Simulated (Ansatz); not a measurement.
Starting cell, W (fcc, Cu type):

```
CELL_PARAMETERS angstrom
      0.00000     3.97175     3.97175
      1.98588     1.98588     3.97175
      1.98588     1.98588     0.00000
ATOMIC_POSITIONS crystal
  W  0.00000 0.00000 0.00000
  W  0.50000 0.00000 0.00000
```

The atoms are displaced by Q × the pattern below (from a DFPT mode at X = (0.5, 0.5, 0.0), largest move 1; Q in Å), at fixed cell. (q is in reciprocal vectors of the primitive cell; the cell shown is doubled to hold the pattern.)

```csv
atom,x,y,z
W1,0.000,0.000,-1.000
W2,0.000,0.000,1.000
```

Method: LDA (plane waves to 420 eV, PAW, scalar-relativistic; Ansatz, an electronic-structure program). k mesh 20×20×20 (Γ-centred), Fermi-Dirac smearing 0.05 eV. E stands for the smeared free energy. With partly filled bands, energies and forces of such displacements shift with the k mesh and the smearing. Spin-orbit coupling is left out, though W is heavy. This is one of several known forms of W; the measured ambient cells at hand have space group No. 229. W is run without spin polarisation. W was relaxed with its symmetry unable to fall. The zero of ΔE is the undisplaced structure. The last digit holds for this mesh only.

```csv
Q (Å),ΔE (meV/cell)
-0.2800,1893.3
-0.2333,withheld
-0.1867,894.9
-0.1400,540.0
-0.0933,263.8
-0.0467,69.9
0.0000,0.0
0.0467,69.9
0.0933,263.8
0.1400,540.0
0.1867,894.9
0.2333,withheld
0.2800,1893.3
```

Fit an even polynomial form (powers 2, 4, 6) to the given rows and predict ΔE at Q = -0.2333.

Least squares on the 11 given rows: ΔE = (31760)·Q² + (-238800)·Q⁴ + (1808000)·Q⁶, in meV/cell with Q in Å; root-mean-square residual 2.77 meV/cell. At -0.2333 the fit gives 1312.7 meV/cell; the calculation gives 1344.6 meV/cell, so the interpolation is off by -31.9 (-2.4 %). The quadratic term alone would give 1728.7 meV/cell.

(A displaced cell: forces are minus the slopes of the energy, force constants its curvatures, and phonons follow from these.)
